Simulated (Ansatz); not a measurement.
CdI₂:
Space group R-3m, hexagonal axes (No. 166); a = b = 4.164 Å, c = 59.910 Å, α = β = 90.00°, γ = 120.00°

| atom | site | symmetry | x | y | z |
|---|---|---|---|---|---|
| Cd | 6c | 3m | 0.0000 | 0.0000 | 0.4445 |
| Cd | 3a | -3m | 0.0000 | 0.0000 | 0.0000 |
| I | 6c | 3m | 0.0000 | 0.0000 | 0.3616 |
| I | 6c | 3m | 0.0000 | 0.0000 | 0.1394 |
| I | 6c | 3m | 0.0000 | 0.0000 | 0.2504 |
(The calculation used a cell of 9 atoms; values per cell refer to that cell.)

Relaxed with LDA.

Question: Tabulate the valence density and the electron localisation function along the shortest Cd–I contact (2.94 Å), the program Ansatz at the LDA level (PAW).

Answer: 

```
distance from Cd (Å)  density (e/Å³)   ELF
--------------------  --------------  ----
0.29                           18.48  0.78
0.44                           11.75  0.64
0.59                            6.22  0.52
0.73                            2.77  0.42
0.88                            1.13  0.31
1.03                            0.53  0.20
1.18                            0.32  0.15
1.32                            0.26  0.22
1.47                            0.28  0.42
1.62                            0.35  0.64
1.76                            0.48  0.70
1.91                            0.68  0.67
2.06                            0.95  0.63
2.20                            1.60  0.56
2.35                            4.21  0.43
2.50                            9.20  0.26
2.65                           14.39  0.18
```

The density is the valence pseudo-density with augmentation charge, so density and ELF within about 1 Å of a nucleus are not all-electron values.

The first step of the workflow began from a Materials Project structure, measured or hypothetical; the Crystallography Open Database files this formula in space group No. 166, but the cells were not matched. Its standing as an ambient phase is unchecked. Symmetry was held in the LDA relaxation; whether a distortion lowers the energy is not shown. A crystal of weakly bound layers computed without a dispersion correction: the cell and the soft elastic constants depend strongly on that. Spin–orbit coupling is left out wherever it is not named.

Potentials: the later of the program's two PAW sets.
